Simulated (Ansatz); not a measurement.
An Ansatz (a quantum-chemistry and plane-wave program) run. Input:

Ansatz 0.2 input:
```yaml
crystal:
  lattice:
    - [4.8385127327, 0.0, 0.0]
    - [0.0, 4.8385127327, 0.0]
    - [0.0, 0.0, 3.2205213414]
  atoms:
    - { symbol: Hf, position: [0.0, 0.0, 0.0] }
    - { symbol: Hf, position: [0.5, 0.5, 0.5] }
    - { symbol: O, position: [0.1949249124, 0.8050750876, 0.5] }
    - { symbol: O, position: [0.8050750876, 0.1949249124, 0.5] }
    - { symbol: O, position: [0.6949249124, 0.6949249124, 0.0] }
    - { symbol: O, position: [0.3050750876, 0.3050750876, 0.0] }
kpoints:
  mp_grid: { grid: [6, 6, 9] }
hamiltonian:
  xc: r2scan
  pseudopotentials: { azcp: { folder: ./paw }, kind: paw }
scf:
  occupations: { method: fixed }
checkpoint: { read: static.run }
output: { write_density: true, elf: true, volumetric_format: npy }
basis: { fft_grid_basis: typed }
```

Output (shortened):

```
Pseudopotential: Hf, paw, valence charge 26
Pseudopotential: O, paw, valence charge 6
Functional definition: r2SCAN
Crystal: 6 atoms, lattice volume = 75.396 Å³
Basis set: ecut = 500 eV, 1931 PW (Γ), exchange–correlation on 144×144×96 points (64 copies of the dense FFT grid, shifted against one another)
Bands: 46, of which v1, the nominal top of the filled ones, is band 38 counted from 1 (37 counted from 0)
Symmetry: 16 space group operations
Space group: P42/mnm (ITA 136), of the structure as read, at distance tolerance 4.2e-5 Å
k-points: 50 of 324
Stability of the state it starts from, as read at its close in the unpolarized treatment …
iter 1 solved again at ethr=8.88e-8 eV; its pass at ethr=3.10e-3 eV (dr2=6.75e-5 eV) is discarded
SCF iter   1: F=—  HF=-33754.069301 eV  |F-HF|=—  |Δ(HF+E_count)|=         —  Δρ=9.76e-7  dr2=4.37e-10  dr2_τ=7.70e-11  ethr=8.88e-8  ⟨swp⟩=3.2  Hψ=13277  notcnv=0  defer=288
preconditioner: auto → Resta (q_TF=auto, 2.732 Å⁻¹)
SCF iter   2: F=-33754.069301 eV  HF=-33754.069301 eV  |F-HF|=2.11e-10  |Δ(HF+E_count)|=   8.77e-8  Δρ=8.12e-7  dr2=3.22e-10  dr2_τ=1.05e-10  ethr=1.00e-12  ⟨swp⟩=11.3  Hψ=10513  notcnv=0
SCF 1 converged in 2 iterations: F = -33754.069301 eV  dr2 = 3.22e-10
SCF converged after 2 iterations
Free energy (F): -33754.069301 eV
Harris-Foulkes:  -33754.069301 eV  (|F-HF|=2.11e-10)
Internal energy: -33754.069301 eV  (E = F + TS)
E sigma→0 (E₀):  -33754.069301 eV
Fermi energy:    10.944626 eV
--- Per-component energies (eV) ---
  E_band       = -263.801130
  E_kinetic    = 1488.027924
  E_local      = -15522.162158  (includes V_loc(G=0)·N_el)
  E_nonlocal   = 330.717649
  E_hartree    = 7337.627766
  E_xc         = -788.188171
  E_vxc        = -970.266559  (∫ρ·V_xc dr)
  E_paw        = -16107.718482  (= ΣΔE_a)
  E_vpaw       = -319.467030  (= ΣTr[D̂ρ^β])
  E_aug_tail   = 0.001171  (compensation charges beyond the density's cutoff)
  E_vtau       = 54.093025  (kinetic-family band-sum trace: ∫τ·v_τ [+ j·A + Jᵃ·Aᵃ] dr)
  E_ewald      = -10492.890343
  E_core_change = 0.515344  (= ΣΔE_core)
  E_smearing   =  0.000000  (= −TS)
  E_closure    =  0.000000  (closes the sum)
  Σ components = -33754.069301   (vs F -33754.069301, Δ=0.00e0)
  [band-id]    e_kinetic+e_local+e_nonlocal+2·e_hartree+e_vxc+e_vpaw+e_augmentation_tail+e_vtau = -263.800447   (vs E_band -263.801130, Δ=6.83e-4)
--- Band table (eV; the first three rows and the last of 50) ---
  k-point 0: bands = ["-51.0477", "-51.0377", "-19.3100", "-19.3100", "-18.9988", "-18.9988", "-18.8773", "-18.8159", "-7.6582", "-6.9125", "-5.8138", "-5.8138", "0.6195", "0.6195", "0.6290", "0.6663", "0.6699", "0.6699", "0.6753", "0.6753", "0.6980", …
  k-point 1: bands = ["-51.0450", "-51.0356", "-19.2881", "-19.2881", "-18.9974", "-18.9974", "-18.9525", "-18.8967", "-7.5137", "-6.8075", "-5.8978", "-5.8978", "0.6235", "0.6235", "0.6338", "0.6676", "0.6713", "0.6713", "0.6761", "0.6761", "0.6957", …
  k-point 2: bands = ["-51.0380", "-51.0304", "-19.2295", "-19.2295", "-19.1367", "-19.0949", "-18.9965", "-18.9965", "-7.1431", "-6.5552", "-6.1078", "-6.1078", "0.6343", "0.6343", "0.6496", "0.6678", "0.6730", "0.6730", "0.6800", "0.6800", "0.6899", …
  k-point 49: bands = ["-51.0227", "-51.0227", "-19.4519", "-19.4519", "-19.0898", "-19.0898", "-19.0290", "-19.0290", "-6.5472", "-6.5472", "-6.2032", "-6.2032", "0.6660", "0.6660", "0.6665", "0.6665", "0.6743", "0.6743", "0.6813", "0.6813", "0.6814", …
```

Cost: very roughly 7 core-seconds on shared cores.

Space group P4_2/mnm (rutile). The workflow started from a Materials Project entry (that database holds measured and hypothetical structures alike); the Crystallography Open Database copy checked does not list it. It is not the phase usual at ambient conditions (space group No. 14, 29). Symmetry was held in the r²SCAN relaxation; of distortions, only those at the zone centre were tested. No spin polarisation was allowed. Spin–orbit coupling is left out wherever it is not named.

Potentials: the earlier of the program's two PAW sets.

Ansatz is a plane-wave DFT program.
